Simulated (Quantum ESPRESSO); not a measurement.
```xyz
6
Lattice="3.3717 0.0000 0.0000 0.0000 3.3717 0.0000 0.0000 0.0000 18.1000" Properties=species:S:1:pos:R:3 pbc="T T T"
H      0.0000     0.0000    -2.2765
H      1.6859     1.6859     2.2765
O      0.0000     0.0000    -1.3106
O      1.6859     1.6859     1.3106
Na     0.0000     0.0000     0.9925
Na     1.6859     1.6859    -0.9925
```

The layer was cut from Materials Project entry mp-23891 and relaxed with PBEsol in a cell 18.1 Å high, with the Coulomb interaction truncated along z.

**Question.** What does norm-conserving PBEsol (Quantum ESPRESSO, 88 Ry, no spin-orbit coupling) give for the electronic structure near the Fermi level?

**Answer.** The PBEsol gap is direct, 2.82 eV at Γ. The valence-band maximum lies 4.08 eV below the vacuum level. 

This is a model layer cut from the bulk structure; whether it is stable on its own was not checked.
